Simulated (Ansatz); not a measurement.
# Sensitivity of the gradients in InAs with an In vacancy to the input

Cell: a supercell of InAs (zinc blende type, F-43m) built from a structure deposited in the COD (the entry's cell lengths or inner coordinates differ somewhat from later room-temperature determinations), with all atoms left at the host's positions.

```cif
data_In26As27
_symmetry_space_group_name_H-M 'F-43m'
_symmetry_Int_Tables_number 216
_cell_length_a 18.1080
_cell_length_b 18.1080
_cell_length_c 18.1080
_cell_angle_alpha 90.000
_cell_angle_beta 90.000
_cell_angle_gamma 90.000
loop_
_atom_site_label
_atom_site_type_symbol
_atom_site_symmetry_multiplicity
_atom_site_Wyckoff_symbol
_atom_site_fract_x
_atom_site_fract_y
_atom_site_fract_z
In1 In 48 h 0.1667 0.0000 0.1667
In4 In 16 e 0.3333 0.8333 0.1667
In8 In 16 e 0.6667 0.6667 0.3333
In14 In 24 f 0.5000 0.6667 0.5000
As27 As 16 e 0.0833 0.9167 0.0833
As28 As 24 g 0.2500 0.9167 0.2500
As32 As 48 h 0.5833 0.7500 0.4167
As40 As 16 e 0.4167 0.5833 0.4167
As53 As 4 c 0.7500 0.2500 0.7500
```

One atom of each set is listed; the run and its k-mesh use a cell of 53 atoms with edges of 12.80, 12.80, 12.80 Å.

Reference run. The numbers come from a DFT calculation in Ansatz (PBE, plane waves and PAW, scalar-relativistic, 420 eV cutoff, Γ-centred 2×2×2 k-points, Fermi–Dirac smearing 0.01 eV, cell charge -3).

(1) The input is changed as follows: `scf.mixing.algorithm`: not typed → msr1; `scf.mixing.beta`: not typed → 0.1; `scf.mixing.ndim`: not typed → 2. What happens to V_zz (10²¹ V/m²) and η?

Answers

(1) 

| site | V_zz reference | η reference | V_zz changed | η changed |
| --- | --- | --- | --- | --- |
| In1 | -4.76 | 0.57 | -4.76 | 0.57 |
| In4 | 1.26 | 0.00 | 1.26 | 0.00 |
| In8 | 1.12 | 0.00 | 1.12 | 0.00 |
| In14 | -0.69 | 0.78 | -0.69 | 0.79 |
| As27 | -14.00 | 0.00 | -14.00 | 0.00 |
| As28 | -4.25 | 0.40 | -4.25 | 0.40 |
| As32 | 2.20 | 0.39 | 2.20 | 0.39 |
| As40 | -0.28 | 0.00 | -0.28 | 0.00 |

No V_zz moves by more than 0.01. Sites without a gradient aren't listed. Mixing, solver and start steer the path to self-consistency, not the state that is reached here. SCF iterations: 13 and 20.

On the reference run: The run isn't spin-polarised, and a state with spin may lie lower. The defect repeats with the cell of 53 atoms, so it feels its images: sites between two images don't show the values beside a lone defect, and zeros or small values of η there can come from the images' arrangement. A uniform background compensates the cell's charge. The defect cell has no gap above 0.1 eV on its mesh, so the values can hang on the smearing and the k-mesh. Without spin–orbit coupling (the program notes it for In) the gradients can shift somewhat, as the gap is small. The neighbours have not yet relaxed around the defect (largest force 0.98 eV/Å), so a real crystal will differ.
